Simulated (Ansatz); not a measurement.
ZrB$_{2}$ (MoSi2 or CaC2 type, I4/mmm) under volume change, PBE in the plane-wave PAW code Ansatz, shape and atoms relaxed at each volume.

| V (Å³/atom) | E − E(relaxed) (meV/atom) | P (GPa) |
|---|---|---|
| 11.493 | 52.2 | 15.86 |
| 11.872 | 22.1 | 9.79 |
| 12.251 | 5.3 | 4.56 |
| 12.630 | 0.0 | 0.00 |
| 13.008 | 4.8 | -3.95 |
| 13.387 | 18.2 | -7.36 |
| 13.766 | 39.2 | -10.29 |

Q: What does a third-order Birch–Murnaghan fit give for V₀, B₀ and B′?

A: V₀ = 12.63 Å³/atom, B₀ = 141 GPa, B′ = 3.8.

A made-up cell: these elements were put on the sites of a structure type; neither database checked (COD, Materials Project) lists it. It is not the phase usual at ambient conditions (space group No. 191). The PBE relaxation kept the symmetry of its start; its stability against distortions is not shown here. No spin polarisation was allowed.

Potentials: the later of the program's two PAW sets.
